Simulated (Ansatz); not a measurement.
Starting cell, InP (zinc blende):

```yaml
crystal:
  lattice:
    - [0.00000, 5.95953, 5.95953]
    - [2.97977, 2.97977, 5.95953]
    - [2.97977, 2.97977, 0.00000]
  atoms:
    - { symbol: P, position: [0.00000, 0.75000, 0.75000] }
    - { symbol: P, position: [0.50000, 0.75000, 0.75000] }
    - { symbol: In, position: [0.00000, 0.00000, 0.00000] }
    - { symbol: In, position: [0.50000, 0.00000, 0.00000] }
```

The atoms are displaced by Q × the pattern below (from a DFPT mode at X = (0.5, 0.5, 0.0), largest move 1; Q in Å), at fixed cell. (q is in reciprocal vectors of the primitive cell; the cell shown is doubled to hold the pattern.)

| atom | x | y | z |
|---|---|---|---|
| P1 | 0.000 | 0.000 | 1.000 |
| P2 | 0.000 | 0.000 | -1.000 |

Atoms not listed stay in place.

These are PBE (plane waves to 420 eV, PAW, scalar-relativistic; Ansatz, a quantum-chemistry and plane-wave program) values and carry that method's errors. k mesh 10×10×10 (Γ-centred), Fermi-Dirac smearing 0.05 eV. Energies are smeared free energies. InP was relaxed with its symmetry unable to fall. The zero of ΔE is the undisplaced structure.

| Q (Å) | ΔE (meV/cell) |
|---|---|
| -0.180 | 343 |
| -0.120 | 153 |
| -0.060 | 38 |
| 0.000 | 0 |
| 0.060 | 38 |
| 0.120 | 153 |
| 0.180 | 343 |

Problem. Which DFPT wavenumber at X = (0.5, 0.5, 0.0) belongs to this mode?
A. 170 cm⁻¹
B. 66 cm⁻¹
C. 306 cm⁻¹

Solution. C, 306 cm⁻¹. The curvature of the scan gives 306 cm⁻¹

(A displaced cell: forces are minus the slopes of the energy, force constants its curvatures, and phonons follow from these.)
